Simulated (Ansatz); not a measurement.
# Fields on a plane of Cu2O (cuprite type, space group Pn-3m)

```xyz
6
Lattice="4.2991 0.0000 0.0000 0.0000 4.2991 0.0000 0.0000 0.0000 4.2991" Properties=species:S:1:pos:R:3 pbc="T T T"
Cu     3.2243     3.2243     3.2243
Cu     3.2243     1.0748     1.0748
Cu     1.0748     3.2243     1.0748
Cu     1.0748     1.0748     3.2243
O      0.0000     0.0000     0.0000
O      2.1495     2.1495     2.1495
```

The slice is a {100} plane (indices of the conventional cell) through the point (0.000, 0.000, 0.000) (fractional), spanned by u = [100] and v = [010] in vectors of this cell: u (4.30 Å) and v (4.30 Å, at 90° to u). It covers one period; positions are fractions (u, v).

Atoms on it: O at (0.00, 0.00).

Level of theory: PBE (plane waves to 420 eV, PAW, scalar-relativistic; Ansatz, a program for electronic structure). k mesh 8×8×8. These are valence fields of a PAW run, semicore shells included where kept as valence: close to a nucleus they are smooth pseudo fields. Cu2O is run without spin polarisation. Cu2O was relaxed with its symmetry unable to fall. The PAW data are Ansatz's earlier set.

```
|xxxxxx +*##%%@@@@@@@%%##*+ xxxxx|
|xxxxxx:=**##%%@@@@@%%##**=:xxxxx|
|xxxxxx-=++**#%%@@@%%#**++=-xxxxx|
|xxxxx.:--=++*#%%%%%#*++=--:.xxxx|
|xxxx..::::-=+*#%%%#*+=-::::..xxx|
|  :-::....:-=*#####*=-:....::-: |
|++==-:.   .-=+*###*+=-.   .:-==+|
|***+-:.   .:=+*###*+=:.   .:-+**|
|##*+=:.   .-=+*###*+=-.   .:=+*#|
|###*+-:...:-+*#####*+-:...:-+*##|
|%%#*+=--:--=+*#%%%#*+=--:--=+*#%|
|%%%#*+====++*#%%%%%#*++====+*#%%|
|@@%%#**+++**#%%@@@%%#**+++**#%%@|
|@@@%%##***##%%@@@@@%%##***##%%@@|
|@@@@%%#####%%@@@@@@@%%#####%%@@@|
|@@@@%%#####%%@@@@@@@%%#####%%@@@|
|@@@@%%#####%%@@@@@@@%%#####%%@@@|
|@@@%%##***##%%@@@@@%%##***##%%@@|
|@@%%#**+++**#%%@@@%%#**+++**#%%@|
|%%%#*+====++*#%%%%%#*++====+*#%%|
|%%#*+=--:--=+*#%%%#*+=--:--=+*#%|
|###*+-:...:-+*#####*+-:...:-+*##|
|##*+=:.   .-=+*###*+=-.   .:=+*#|
|***+-:.   .:=+*###*+=:.   .:-+**|
|++==-:.   .-=+*###*+=-.   .:-==+|
|  :-::....:-=*#####*=-:....::-: |
|xxxx..::::-=+*#%%%#*+=-::::..xxx|
|xxxxx.:--=++*#%%%%%#*++=--:.xxxx|
|xxxxxx-=++**#%%@@@%%#**++=-xxxxx|
|xxxxxx:=**##%%@@@@@%%##**=:xxxxx|
|xxxxxx +*##%%@@@@@@@%%##*+ xxxxx|
|xxxxxx +*##%%@@@@@@@%%##*+ xxxxx|
```
Scale: ten equal steps from 4.07 (start of ' ') to 8.93 (end of '@'), in the order ' .:-=+*#%@'. Values: electrostatic potential energy of an electron, from the cell's mean, in eV. The map has 32 points along u (one character each, u = 0 at the left) and 32 along v (v = 0 in the bottom row). Points within 0.8 Å of a nucleus are blanked (x), as the pseudised field means little there. The zero, the cell's mean, hangs on the PAW cores.

```
|xxx@@@%+:.             .:+%@@@xx|
|xxx@@@#=:               :=#@@@xx|
|%@@@@%*-.               .-*%@@@@|
|@@@@%*-.                 .-*%@@@|
|@@@%*=.                   .=*%@@|
|%%#*-.                     .-*#%|
|++=-.                       .-=+|
|-::.                         .::|
|..                             .|
|                                |
|                                |
|                                |
|                                |
|                                |
|                                |
|                                |
|                                |
|                                |
|                                |
|                                |
|                                |
|                                |
|..                             .|
|-::.                         .::|
|++=-.                       .-=+|
|%%#*-.                     .-*#%|
|@@@%*=.                   .=*%@@|
|@@@@%*-.                 .-*%@@@|
|%@@@@%*-.               .-*%@@@@|
|xxx@@@#=:               :=#@@@xx|
|xxx@@@%+:.             .:+%@@@xx|
|xxx%@@%+-.             .-+%@@%xx|
```
Scale: ten equal steps from 0.10 (start of ' ') to 0.81 (end of '@'), in the order ' .:-=+*#%@'. Values: electron localisation function (ELF). The map has 32 points along u (one character each, u = 0 at the left) and 32 along v (v = 0 in the bottom row). Points within 0.4 Å of a nucleus are blanked (x), as the pseudised field means little there.
